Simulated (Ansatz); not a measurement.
ZnCdSeS:
```xyz
4
Lattice="4.0111 0.0000 0.0000 -2.0055 3.4737 0.0000 0.0000 0.0000 6.7218" Properties=species:S:1:pos:R:3 pbc="T T T"
Zn     0.0000     2.3158     6.6506
Cd     0.0000     0.0000     3.4886
Se     0.0000     2.3158     2.3639
S      0.0000     0.0000     5.9953
```

Relaxed with PBEsol. Special points in fractions of this cell's reciprocal vectors: Γ (0.000, 0.000, 0.000); M (0.500, 0.000, 0.000); K (0.333, 0.333, 0.000); A (0.000, 0.000, 0.500); L (0.500, 0.000, 0.500); H (0.333, 0.333, 0.500).

**Question.** List the band energies nearest the valence-band maximum at these points for PBEsol (plane waves, PAW; program Ansatz).

**Answer.** In eV from the valence-band maximum; about four levels below and three above (degenerate sets whole), none deeper than 8.9 eV; points with the same levels are listed once.

```
k                        below                above
-  ---------------------------  -------------------
Γ  -1.52 -1.52 -0.64 0.00 0.00  0.59 2.45 5.51 5.51
M      -3.46 -2.65 -2.02 -0.88       2.70 3.39 4.35
K      -4.01 -2.74 -2.41 -2.12       3.51 4.57 4.87
A      -1.41 -1.41 -0.16 -0.16       1.88 3.01 4.85
L      -2.42 -2.09 -1.89 -1.21       2.40 2.76 4.03
H      -3.62 -2.69 -1.80 -1.61       3.46 3.55 4.91
```

Space group P3m1. The first step of the workflow began from a Materials Project structure, measured or hypothetical; the Crystallography Open Database copy checked does not list it. Whether it is the stable phase at ambient conditions was not checked. Symmetry was held in the PBEsol relaxation; of distortions, only those at the zone centre were tested. Scalar-relativistic: spin–orbit coupling is off unless named, which matters more the heavier the elements.

Potentials: the later of the program's two PAW sets.
